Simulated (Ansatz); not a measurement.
Ba:
```yaml
crystal:
  lattice:
    - [-2.43840, 2.43840, 2.43840]
    - [2.43840, -2.43840, 2.43840]
    - [2.43840, 2.43840, -2.43840]
  atoms:
    - { symbol: Ba, position: [0.00000, 0.00000, 0.00000] }
```

Relaxed with the program Ansatz at the PBEsol level (PAW). Indices refer to the conventional cell of Im-3m, a = b = c = 4.877 Å, α = β = γ = 90.00°.

Problem. Simulate the powder diffraction pattern (Ag Kα, λ = 0.560885 Å; lines above 1 %) up to 2θ = 30°.

Solution. Simulated powder pattern, Ag Kα, λ = 0.560885 Å (kinematic, ideal powder, no thermal factors, no anomalous dispersion; the 30 strongest lines at most, above 1 %, up to 2θ = 30°):

```json
[
 {"2θ (°)": "9.33", "d (Å)": "3.448", "I/Imax (%)": "100", "hkl": "(110)"},
 {"2θ (°)": "13.21", "d (Å)": "2.438", "I/Imax (%)": "21", "hkl": "(200)"},
 {"2θ (°)": "16.20", "d (Å)": "1.991", "I/Imax (%)": "48", "hkl": "(211)"},
 {"2θ (°)": "18.72", "d (Å)": "1.724", "I/Imax (%)": "16", "hkl": "(220)"},
 {"2θ (°)": "20.95", "d (Å)": "1.542", "I/Imax (%)": "23", "hkl": "(310)"},
 {"2θ (°)": "22.98", "d (Å)": "1.408", "I/Imax (%)": "5.8", "hkl": "(222)"},
 {"2θ (°)": "24.85", "d (Å)": "1.303", "I/Imax (%)": "28", "hkl": "(321)"},
 {"2θ (°)": "26.60", "d (Å)": "1.219", "I/Imax (%)": "2.8", "hkl": "(400)"},
 {"2θ (°)": "28.24", "d (Å)": "1.149", "I/Imax (%)": "14", "hkl": "(411)+(330)"},
 {"2θ (°)": "29.80", "d (Å)": "1.090", "I/Imax (%)": "7.8", "hkl": "(420)"}
]
```

Symmetry was held in the PBEsol relaxation. Scalar-relativistic: spin–orbit coupling is off unless named, which matters more the heavier the elements.

Potentials: the later of the program's two PAW sets.
